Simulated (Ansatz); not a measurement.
Computed energy over volume and axial ratio: Cs (bcc, W type)

Cs (bcc, W type), conventional cell a = b = c = 6.275 Å, α = β = γ = 90.00°. The calculation uses the primitive cell of 1 atom, to which meshes and values per cell refer.

Grid over V/V₀ and (c/a)/(c/a)₀, subscript 0 meaning the relaxed cell; the conventional c axis lies along z; no internal relaxation.

Level of theory: r2SCAN (plane waves to 500 eV, PAW, scalar-relativistic; Ansatz, an electronic-structure program). k mesh 11×11×11 (Γ-centred), Fermi-Dirac smearing 0.05 eV. Energies are smeared free energies. Compression counts positive. With partly filled bands, the response to shear is sensitive to the k mesh, so small differences along c/a are uncertain. Cs was relaxed with its symmetry unable to fall. The PAW data are Ansatz's earlier set. The relaxed volume of Cs is well above the measured one; the method has no dispersion term. ΔE is measured from the relaxed starting cell.

ΔE (meV/atom), with V/V₀ across and (c/a)/(c/a)₀ down:

| (c/a)/(c/a)₀ \ V/V₀ | 0.920 | 0.960 | 1.000 | 1.040 | 1.080 |
|---|---|---|---|---|---|
| 0.880 | 9 | 5 | 4 | 5 | 8 |
| 0.940 | 5 | 2 | 1 | 2 | 5 |
| 1.000 | 5 | 1 | 0 | 1 | 4 |
| 1.060 | 5 | 1 | 0 | 2 | 5 |
| 1.120 | 6 | 2 | 1 | 2 | 5 |

σzz (GPa), with V/V₀ across and (c/a)/(c/a)₀ down:

```
(c/a)/(c/a)₀ \ V/V₀  0.920  0.960  1.000  1.040  1.080
-------------------  -----  -----  -----  -----  -----
0.880                  0.3    0.2    0.1    0.0   -0.1
0.940                  0.2    0.1    0.0    0.0   -0.1
1.000                  0.2    0.1    0.0   -0.1   -0.1
1.060                  0.1    0.1    0.0   -0.1   -0.1
1.120                  0.1    0.1    0.0   -0.1   -0.1
```

Derived quantities:

| Property | Value |
|---|---|
| Lowest place on the grid | V/V₀ = 1.000, (c/a)/(c/a)₀ = 1.000 (0 meV/atom) |
| Highest place on the grid | V/V₀ = 0.920, (c/a)/(c/a)₀ = 0.880 (9 meV/atom) |

(A scan under strain: stresses follow from slopes of the energy per volume, elastic moduli from its curvatures.)
